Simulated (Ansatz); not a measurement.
Ca (fcc (Cu type)), relaxed with PBE (Ansatz, a first-principles code, plane waves, PAW): a = b = c = 5.526 Å, α = β = γ = 90.00°.

Q: The same phase is relaxed and computed with r²SCAN+D4 in the same code. What is the cell now?

A: a = b = c = 5.546 Å, α = β = γ = 90.00°.

All cells were relaxed under the symmetry of their starts (and spin orders); stability against distortions was not tested throughout.

Potentials: the later of the program's two PAW sets.

Ansatz is a plane-wave DFT program.
